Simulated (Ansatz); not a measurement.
C in space group P6_3/mmc (No. 194; C on 4e, C on 4f), PBEsol (plane waves, PAW; program Ansatz). The conduction-band minimum lies on the Γ–M line, 83 % of the way from Γ, with 6 equivalent valleys. Second derivatives d²E/dk² of the lowest band at one valley (eV·Å²), along Cartesian directions:

```tsv
direction	d²E/dk²
[100]	37.65
[010]	4.264
[001]	4.119
[110]	20.97
[101]	20.89
[011]	4.189
```

Q: Find the principal effective masses, the density-of-states mass and the conductivity mass.

A: Off-diagonal terms follow from H_xy = H[110] − (H_xx + H_yy)/2, and m*/mₑ = 7.620 eV·Å² over each eigenvalue: 0.20, 1.8, 1.8. One valley's DOS mass (m₁m₂m₃)^(1/3) = 0.87, conductivity mass 3/(Σ 1/mᵢ) = 0.50 mₑ.

Q: What effective density of states Nc follows at 300 K for parabolic valleys?

A: Nc = 2.509e19 × 6 × (0.87)^(3/2) ≈ 1.2e20 cm⁻³.

Q: With the computed static dielectric constant 5.85 (mean of the diagonal), estimate a hydrogenic donor's binding energy and radius.

A: E = 13.606 eV × 0.50/5.85² ≈ 200 meV; a = 0.529 Å × ε/m* ≈ 6.2 Å. Semilocal masses tend to be too small where the gap is.

The first step of the workflow began from a Materials Project structure, measured or hypothetical. Its sites differ from those of the usual phase in this space group: another stacking or structure type. Symmetry was held in the PBEsol relaxation; its stability against distortions is not shown here.

Potentials: the later of the program's two PAW sets.
